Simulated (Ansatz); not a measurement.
A generated cell, not matched to a known phase here, of NaHSeO$_{4}$: P2/m (No. 10), mP7; a = 5.1121 Å, b = 3.6754 Å, c = 5.9719 Å, α = γ = 90.00°, β = 103.54°; H 1e (0.500, 0.500, 0.000); Na 1c (0.000, 0.000, 0.500); O 4o (0.715, 0.196, 0.166); Se 1a (0.000, 0.000, 0.000). Method: r2SCAN (plane waves to 500 eV, PAW, scalar-relativistic; Ansatz, an electronic-structure program). Element references, the lowest calculated here: Se (P3₁21), Na (P6₃/mmc, not the ambient form), H (Pa-3, a generated molecular cell), O (C2/m, ferromagnetic, forced by one molecule a cell; α-O2 is antiferromagnetic); gases are represented by their molecular solids.

Question: Estimate the formation energy of this P2/m form of NaHSeO4 from the elements that r2SCAN returns for this input.

Answer: 0.11 eV/atom.

A lower structure of this composition may exist.

Static energies, no anion corrections, no zero-point energy. Values are rounded to 0.01 eV/atom. Not shown to be the ambient phase of their composition (a lower form may be missing, and a cell relaxed within its start's symmetry can be a saddle point): NaHSeO4 (P2/m). The relaxed cell holds bonded O–O pairs (1.44 Å). The compounds carry no spin polarisation.
